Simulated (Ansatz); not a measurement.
The cell below belongs to a search over invented structures; it isn't taken from experiment.

Input and command of a plane-wave DFT calculation in Ansatz:

```yaml
crystal:
  lattice:
    - [3.0274583394, 0.0, 0.0]
    - [0.0, 3.3351784985, 0.0]
    - [0.0, 0.0, 8.34014886]
  atoms:
    - { symbol: Cu, position: [0.0, 0.0, 0.2003241082] }
    - { symbol: Cu, position: [0.5, 0.5, 0.3483373976] }
    - { symbol: Cu, position: [0.0, 0.0, 0.5] }
    - { symbol: Cu, position: [0.5, 0.5, 0.6516626024] }
    - { symbol: Cu, position: [0.0, 0.0, 0.7996758918] }
    - { symbol: Sn, position: [0.5, 0.5, 0.0] }
basis:
  ecutwfc: 420
kpoints:
  mp_grid: { grid: [6, 6, 2] }
hamiltonian:
  xc: pbe
scf:
  occupations: { method: gaussian, width: 0.1 }
  lower_state_search: "off"
output:
  forces: true
  stress: true
  eigenvalues: true
relax:
  adjacent_minimum: "off"
  f_tol: 0.04
  max_steps: 70
  cell: { stress_tol: 0.4 }
```

```bash
ansatz run input.yaml --threads 1 --pin off --max-ram 2560MiB --backend cpu --events-out ev --progress --plain --runs-dir out
```

Processor: Intel(R) Xeon(R) Processor @ 2.50GHz (Skylake/Cascade Lake), 1 thread, on a host shared with other jobs.

Q: Estimate time, memory and problem size.

A: About 2.9 min, peak memory 0.48 GiB. It solves 66 bands at 32 k points (after reduction by symmetry) with about 1651 plane waves (on the last cell), in 43 SCF iterations over 6 ionic steps.
